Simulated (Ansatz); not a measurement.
**Calculation log, Li (P6_3/mmc) (elastic constants by finite strains)**

Computed with PBEsol, PAW on Ansatz 0.2.0's default frozen-core files (fitted under PBE), scalar-relativistic; not a measurement.

Cell and atoms were relaxed beforehand by PAW with this functional.

The structure is one entry of a database and needn't be the stable phase.

Launched as:

```sh
ansatz run input.yaml --threads 1 --pin off --max-ram 2048MiB --backend cpu --events-out ev --progress --plain --runs-dir out
```

input.yaml:

```yaml
crystal:
  lattice:
    - [3.05024184788, 0.0, 0.0]
    - [-1.52512092394, 2.64158692795, 0.0]
    - [0.0, 0.0, 5.00520683488]
  atoms:
    - { symbol: Li, position: [0.333333333333, 0.666666666667, 0.25] }
    - { symbol: Li, position: [0.666666666667, 0.333333333333, 0.75] }
kpoints:
  mp_grid: { grid: [18, 18, 10] }
scf:
  occupations: { method: fermi_dirac, width: 0.05 }
hamiltonian:
  xc: pbesol
  pseudopotentials: { kind: paw }
elastic:
  mode: relaxed_ion
  stencil: two_point
  amplitude: 0.008
```

Output (shortened where marked):

```
Warning: RAYON_NUM_THREADS=1 ignored (pool sized by the plan → 1); use --threads N
Engine: ansatz 0.2.0, x86_64-unknown-linux-gnu
Pseudopotentials: kind: paw
Pseudopotential: Li, paw, valence charge 3, recommended cutoff 420 eV (normal), Li.paw.azcp
Functional definition: PBEsol
  exchange = pbesol_x
  correlation = pbesol_c
Crystal: 2 atoms, lattice volume = 40.329 Å³
Basis set: ecut = 420 eV, 785 PW (Γ), exchange–correlation on 48×48×72 points (8 copies of the dense FFT grid, shifted against one another)
Bands: 7, of which v1, the nominal top of the filled ones, is band 3 counted from 1 (2 counted from 0)
Symmetry: 24 space group operations
Space group: P63/mmc (ITA 194), of the structure as read, at distance tolerance 3.4e-5 Å
k-points: 222 of 3240
Non-local potential: Li, projectors of the file, l = 0: 3, l = 1: 2, l = 2: 1
PAW form: soft (Blöchl's): semilocal exchange-correlation on the pseudo side does not see the compensation charge
PAW one-centre angular grid: Li, 110 points (default); XC on 64 Gauss nodes
Initial density: superposition of atomic densities (neutral atoms: chi_scale 0, normalization atom), corrected by the library's trained network
Initial wavefunctions: pseudopotential atomic-orbital guess
Functional: x = pbesol(κ = 0.804, μ = 0.12345679012345678), c = pbesol(β = 0.046)
SCF iter   1: F=—  HF=-406.004284 eV  |F-HF|=—  |Δ(HF+E_count)|=         —  Δρ=1.52e-3  dr2=3.24e-4  ethr=1.77e-3  ⟨swp⟩=4.0  Hψ=10521  notcnv=0
preconditioner: auto → none  [metal: Δε(μ)=0.036 eV  Ē_g=6.408 eV  σ=0.050 eV  W_gap=0.18  n_scr=2 (ndim 8)  ℏωp=8.3 eV  f_vac=0.000  D(μ)=0.91/eV (n_scr^D=2)  sad-step TF]
SCF iter   2: F=—  HF=-406.003215 eV  |F-HF|=—  |Δ(HF+E_count)|=   1.07e-3  Δρ=6.87e-4  dr2=8.06e-5  ethr=5.40e-6  ⟨swp⟩=2.2  Hψ=3985  notcnv=0
SCF iter   3: F=—  HF=-406.003008 eV  |F-HF|=—  |Δ(HF+E_count)|=   2.07e-4  Δρ=4.48e-5  dr2=9.77e-7  ethr=1.34e-6  ⟨swp⟩=2.0  Hψ=2203  notcnv=0
[... 188 lines left out ...]
        0.000000       0.000000       0.032680
  P = ⅓ Tr σ = 0.0270 GPa (0.270 kbar)
--- Elastic constants: 3 strain directions × 2 members + reference (group order 24) ---
  dense FFT box of the reference and of every strained cell: 24×24×36
  strains applied: 11, 33, 23; error gains: componentwise 1.00 (the most a stress slope's error grows in a printed constant), spectral 1.41 (1 for all six strains in a standard setting)
  C = ∂σ_k/∂η_j (tension-positive GPa; Voigt order 11 22 33 23 13 12):
        23.591     12.353      5.076      0.000      0.000     -0.000
        12.353     23.591      5.076      0.000      0.000     -0.000
         5.077      5.077     31.336      0.000      0.000     -0.000
         0.000      0.000      0.000      3.835      0.000      0.000
         0.000      0.000      0.000     -0.000      3.835      0.000
        -0.000     -0.000     -0.000      0.000      0.000      5.619
  reference stress σ⁰ (GPa):     -0.024     -0.024     -0.033     -0.000     -0.000     -0.000
  C* (energy form; C + prestress term) asymmetry max|C*_kj − C*_jk| = 7.992e-3 GPa — a small one proves nothing (zero by symmetry where the batch's group is 432, −43m or m−3m); a large one is finite-difference/SCF noise where ...
  moduli (Voigt/Reuss/Hill, GPa): K = 13.73/13.72/13.73   G = 6.39/5.24/5.82   E = 15.29   ν = 0.314
  mechanically stable: yes (min eigenvalue of sym C = 3.83 GPa)
  harmonic check of the ions' relaxations: strain 23: 1 pair too noisy to judge: this check cannot speak for C14 to C64 (a tighter `scf.convergence.dr2_threshold` may let it)
  the stresses are not corrected for the forces that the relaxations left standing (`elastic.f_tol`)
  strain η (Voigt 11):  stress-route row diagonal C_11 = 23.59 GPa, energy-path curvature d²(F+E_count+ΔE)/dδ²/Ω₀ = 23.64 GPa
         δ    σ_11 (GPa)             F (eV)   n_scf  n_hpsi   n_pw
    -8.000e-3      -0.2191        -406.0027600       7   73196    797   relax 3 steps, max|allowed force component| 2.82e-5 eV/Å
     8.000e-3       0.1584        -406.0028663       7   73104    810   relax 3 steps, max|allowed force component| 2.14e-6 eV/Å
  strain η (Voigt 33):  stress-route row diagonal C_33 = 31.34 GPa, energy-path curvature d²(F+E_count+ΔE)/dδ²/Ω₀ = 31.38 GPa
         δ    σ_33 (GPa)             F (eV)   n_scf  n_hpsi   n_pw
    -8.000e-3      -0.2831        -406.0026851       5   26153    798   relax 0 steps, max|allowed force component| 8.10e-18 eV/Å
     8.000e-3       0.2183        -406.0028165       5   27111    810   relax 0 steps, max|allowed force component| 7.52e-18 eV/Å
  strain η (Voigt 23):  stress-route row diagonal C_44 = 3.83 GPa, energy-path curvature d²(F+E_count+ΔE)/dδ²/Ω₀ = 3.85 GPa
         δ    σ_23 (GPa)             F (eV)   n_scf  n_hpsi   n_pw
    -8.000e-3      -0.0307        -406.0029726       6  110015    801   relax 2 steps, max|allowed force component| 4.02e-5 eV/Å
     8.000e-3       0.0307        -406.0029726       6  110024    801   relax 2 steps, max|allowed force component| 4.02e-5 eV/Å
```

The calculation finished and met its thresholds.

**Strained cells**

Elastic constants of a crystal by Kohn-Sham DFT: slopes of the stress over finite engineering strains of the given cell, Voigt indices, Cartesian axes as in the input; stress of each strained cell less that at rest, tension positive.

| strain component | strain | stress xx (GPa) | stress yy (GPa) | stress zz (GPa) | stress yz (GPa) | stress xz (GPa) | stress xy (GPa) | relaxation steps |
| --- | --- | --- | --- | --- | --- | --- | --- | --- |
| xx | -0.008 | -0.1949 | -0.0997 | -0.0396 | 0 | 0 | 0 | 3 |
| xx | 0.008 | 0.1826 | 0.098 | 0.0417 | 0 | 0 | 0 | 3 |
| zz | -0.008 | -0.0441 | -0.0441 | -0.2504 | 0 | 0 | 0 | 0 |
| zz | 0.008 | 0.0372 | 0.0372 | 0.251 | 0 | 0 | 0 | 0 |
| yz | -0.008 | -0.0009 | 0.0016 | -0.0012 | -0.0307 | 0 | 0 | 2 |
| yz | 0.008 | -0.0009 | 0.0016 | -0.0012 | 0.0307 | 0 | 0 | 2 |

Elastic moduli:

Hill averages of a grain aggregate, Debye temperature from the mean sound speed over directions.

```json
{
  "Bulk modulus": "13.73 GPa",
  "Shear modulus": "5.816 GPa",
  "Young modulus": "15.29 GPa",
  "Poisson ratio": "0.3143",
  "Bulk over shear modulus": "2.36",
  "Elastic anisotropy index": "1.099",
  "Least young modulus": "11.5 GPa",
  "Largest young modulus": "29.9 GPa",
  "Longitudinal sound speed": "6131 m/s",
  "Transverse sound speed": "3190 m/s",
  "Elastic debye temperature": "381 K",
  "Linear compressibility (x, y, z)": "24.43, 24.43, 24 1/TPa"
}
```

### Elastic constants

```
Pressure at rest         : 0.027 GPa
Least elastic eigenvalue : 3.83 GPa
Elastically stable       : yes
```

```
index  elastic (GPa)
   11          23.59
   12          12.35
   13           5.08
   33          31.34
   44           3.83
```

Known limits: frozen-core PAW files fitted under PBE, their cores solved anew for the functional of the run; responses of metals move with mesh and smearing; elastic stability says nothing of phonons or of other phases.

Cost: 100 s on 1 thread of Intel(R) Xeon(R) Platinum 8488C (Sapphire Rapids) (shared host), peak memory 0.61 GiB.
